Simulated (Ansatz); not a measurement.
TiAl3:
```cif
data_Al6Ti2
_chemical_formula_sum 'Al6 Ti2'
_space_group_name_H-M_alt 'I4/mmm'
_space_group_IT_number 139
_space_group_name_Hall '-I 4 2'
_cell_length_a 3.82363
_cell_length_b 3.82363
_cell_length_c 8.56266
_cell_angle_alpha 90.000
_cell_angle_beta 90.000
_cell_angle_gamma 90.000
loop_
_atom_site_label
_atom_site_type_symbol
_atom_site_symmetry_multiplicity
_atom_site_Wyckoff_symbol
_atom_site_fract_x
_atom_site_fract_y
_atom_site_fract_z
_atom_site_occupancy
Al1 Al 2 b 0.00000 0.00000 0.50000 1
Al2 Al 4 d 0.00000 0.50000 0.25000 1
Ti1 Ti 2 a 0.00000 0.00000 0.00000 1
```
(The calculation used a cell of 4 atoms; values per cell refer to that cell.)

Relaxed at zero pressure with plane-wave PAW r²SCAN (Ansatz code).

The volume is raised by 3 % and shape and atoms relax at that volume. What pressure results, and how do the axes share the change?

-3.2 GPa; a 1.0 %, b 1.0 %, c 1.0 %; the energy rises by 5 meV/atom.

Give the new structure.


Space group I4/mmm (No. 139); a = b = 3.860 Å, c = 8.652 Å, α = β = γ = 90.00°

| atom | site | symmetry | x | y | z |
|---|---|---|---|---|---|
| Al | 2b | 4/mmm | 0.0000 | 0.0000 | 0.5000 |
| Al | 4d | -4m2 | 0.0000 | 0.5000 | 0.2500 |
| Ti | 2a | 4/mmm | 0.0000 | 0.0000 | 0.0000 |

The phase is kept; no other phase was compared at this pressure.

The r²SCAN relaxation kept the symmetry of its start. No spin polarisation was allowed. Axis ratios of metals converge slowly with the k-mesh, so a and c are less sure than the volume.

Potentials: the later of the program's two PAW sets.
